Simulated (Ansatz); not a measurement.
TaAlO4 (space group C2/m)

```yaml
crystal:
  lattice:
    - [6.07718, -1.89096, 0.00000]
    - [6.07718, 1.89096, 0.00000]
    - [-1.96570, 0.00000, 6.14772]
  atoms:
    - { symbol: Ta, position: [0.10581, 0.10581, 0.23192] }
    - { symbol: Ta, position: [0.89419, 0.89419, 0.76808] }
    - { symbol: Al, position: [0.20089, 0.20089, 0.82050] }
    - { symbol: Al, position: [0.79911, 0.79911, 0.17950] }
    - { symbol: O, position: [0.64153, 0.64153, 0.20216] }
    - { symbol: O, position: [0.35847, 0.35847, 0.79784] }
    - { symbol: O, position: [0.05741, 0.05741, 0.86498] }
    - { symbol: O, position: [0.94259, 0.94259, 0.13502] }
    - { symbol: O, position: [0.85882, 0.85882, 0.47486] }
    - { symbol: O, position: [0.14118, 0.14118, 0.52514] }
    - { symbol: O, position: [0.73770, 0.73770, 0.85768] }
    - { symbol: O, position: [0.26230, 0.26230, 0.14232] }
```

The slice is a (001) plane (indices of the conventional cell) through the point (0.057, 0.057, 0.865) (fractional), spanned by u = [1 -1 0] and v = [110] in vectors of this cell: u (3.78 Å) and v (12.15 Å, at 90° to u). It covers one period; positions are fractions (u, v).

Computed with PBEsol (plane waves to 420 eV, PAW, scalar-relativistic; Ansatz, an electronic-structure program). k mesh 7×7×5. Near the nuclei the fields are pseudised (PAW); where an atom keeps semicore shells as valence, they peak there. Spin-orbit coupling is left out, though Ta is heavy. TaAlO4 is run without spin polarisation. TaAlO4 was relaxed with its symmetry unable to fall.

Question: Predict the map of the density of the highest valence band (whole band, smooth part) on the slice.

Answer: 
```
|000000000|
|000000000|
|000000000|
|000022000|
|000177100|
|000033000|
|000000000|
|310000001|
|000000000|
|310000001|
|000000000|
|000000000|
|000011000|
|000000000|
|000000000|
|000000000|
|000000000|
|210000001|
|930000003|
|410000001|
|000000000|
|000022000|
|000000000|
|000022000|
|000000000|
|000000000|
|100000000|
|010000001|
```
Scale: ten equal steps from 0.000 (start of '0') to 0.251 (end of '9'), in the order '0123456789'. Values: density of the highest valence band (whole band, smooth part) in e/Å³. The map has 9 points along u (one character each, u = 0 at the left) and 28 along v (v = 0 in the bottom row).
